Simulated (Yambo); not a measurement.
RPA spectrum of Na3MoO3F3 (space group R3, No. 146) on PBEsol bands in Yambo (4×4×4 mesh, 115 bands, 3 Ry local-field block, 0.2 eV broadening; field along x). CGrdSpXd merges neighbouring transition energies to save time; the report line [X-CG] gives the poles kept by one of the 4 MPI tasks, and where the merging fails may depend on that split. Axes are Cartesian, with cell vectors (Å) (2.78, 1.61, 4.84), (-2.78, 1.61, 4.84), (0.00, -3.21, 4.84).

| CGrdSpXd asked (%) | share reached (%) | poles used (one task) | static ε | largest change of Im ε (% of its maximum) | rough time |
|---|---|---|---|---|---|
| 100 | 100 | 7765 | 2.55 | 0.0 | 1 |
| 70 | 69 | 5435 | 2.55 | 0.0 | within a factor of two |
| 30 | 29 | 2299 | 2.55 | 0.3 | about 1/2 |
| 15 | 0 | 30 | 2.57 | 13 | about 1/6 |
| 5 | 0 | 30 | 2.57 | 13 | about 1/6 |

All runs end normally. In the runs at 15 %, 5 % few poles are left or the spectrum changes by over a quarter of its peak, and no warning says so. Times are rough ratios from shared machines. The k mesh wasn't tested; the rows compare only with each other.

Spin-orbit coupling is not included.

Geometry of the Materials Project entry, not relaxed at this level; primitive cell a = b = c = 5.806 Å, α = β = γ = 57.29°.
